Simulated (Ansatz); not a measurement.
TiSi2 (C54 type, space group Fddd)

```
CELL_PARAMETERS angstrom
      0.00000     4.13243     4.28241
      2.40310     0.00000     4.28241
      2.40310     4.13243     0.00000
ATOMIC_POSITIONS crystal
  Si 0.66301 0.33699 0.66301
  Si 0.33699 0.66301 0.33699
  Si 0.58699 0.91301 0.58699
  Si 0.91301 0.58699 0.91301
  Ti 0.00000 0.00000 0.00000
  Ti 0.25000 0.25000 0.25000
```

The volume is varied about the relaxed value V₀ at fixed cell shape. The atoms relax within the cell's symmetry.

These are PBE (plane waves to 420 eV, PAW, scalar-relativistic; Ansatz, an electronic-structure program) values and carry that method's errors. k mesh 13×13×13 (Γ-centred), Fermi-Dirac smearing 0.05 eV. E stands for the smeared free energy. Stress and pressure are positive under compression. With the shape held, the modulus is that of even scaling; a crystal free to change shape is softer. The PAW data are Ansatz's earlier set. TiSi2 is run without spin polarisation. TiSi2 was relaxed with its symmetry unable to fall. The zero of ΔE is the relaxed starting cell. The last digit holds for this mesh only.

| V (Å³/atom) | ΔE (meV/atom) |
|---|---|
| 11.908 | 220.4 |
| 12.475 | 114.4 |
| 13.042 | 47.1 |
| 13.609 | 10.9 |
| 14.176 | 0.0 |
| 14.743 | withheld |
| 15.310 | 35.4 |
| 15.877 | 74.5 |
| 16.444 | 124.4 |

### Question
Fit a third-order Birch-Murnaghan form (E₀, V₀, B₀, B₀′ free) to the given rows and predict ΔE at V = 14.743.

### Answer
Least squares on the 8 given rows: ΔE = E₀ + (9V₀B₀/16)·y²·[2 + (B₀′ − 4)y], y = (V₀/V)^(2/3) − 1, with V₀ = 14.177 Å³/atom, B₀ = 143.0 GPa (160.2 GPa = 1 eV/Å³; the term in eV is multiplied by 1000), B₀′ = 4.30, E₀ = 0.06 meV/atom; root-mean-square residual 0.07 meV/atom. At 14.743 the fit gives 9.5 meV/atom; the calculation gives 9.5 meV/atom, the same to the digits shown. For the pressure the fit gives -5.1 GPa against the computed -5.2 GPa.

(Under strain, the slope of the energy per volume gives the stress and its curvature an elastic modulus.)
